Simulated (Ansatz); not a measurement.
# Computed properties of Ge

Ge:
```
CELL_PARAMETERS angstrom
     -2.57305     2.57305     1.40968
      2.57305    -2.57305     1.40968
      2.57305     2.57305    -1.40968
ATOMIC_POSITIONS crystal
  Ge 0.50000 0.50000 0.00000
  Ge 0.25000 0.75000 0.50000
```

Space group I4_1/amd (No. 141), β-Sn type; conventional cell a = b = 5.1461 Å, c = 2.8194 Å, α = β = γ = 90.00°.

Method: the program Ansatz at the r²SCAN level (PAW). The cell and atoms are relaxed at this level. Other levels are named where they apply.

Cell and energy:

* **Volume per atom**: 18.67 Å³
* **Density**: 6.46 g/cm³

Electronic structure:

- Electronic character: metallic (no gap)
- Density of states at the Fermi level: 0.36 states/eV per atom (mean over ±0.08 eV)
- Gap with spin–orbit coupling: none (metallic)

Mechanics:

- Bulk modulus (Birch–Murnaghan fit): 77.3 GPa
- Pressure derivative B′: 4.6
- Elastic constants (relaxed ions, GPa): C11 = 131, C12 = 49.5, C13 = 53.1, C33 = 119, C44 = 51.6, C66 = 64.9
- Mechanical stability: stable (all eigenvalues of C positive)
- Hill bulk and shear moduli: 76.9 and 47.5 GPa
- Young's modulus: 118 GPa
- Poisson's ratio: 0.24
- Debye temperature from the elastic constants: 338 K

Phonons:

- Highest zone-centre frequency = 4.90 THz
- Zone-centre stability = no imaginary mode at Γ

This is a known high-pressure phase of the composition, computed here at zero pressure and temperature. The cell was relaxed with r²SCAN under the symmetry of its start. As this level gives no gap, shear constants depend on the k-mesh and smearing (Fermi–Dirac, 0.1 eV here). As this level gives no gap, phonon frequencies hold no LO–TO term and depend on the k-mesh and smearing (Fermi–Dirac, 0.1 eV here). On the denser mesh and wider smearing of the elastic run this cell carries a stress of 0.5 GPa. Spin–orbit coupling is left out wherever it is not named.

Potentials: the later of the program's two PAW sets.
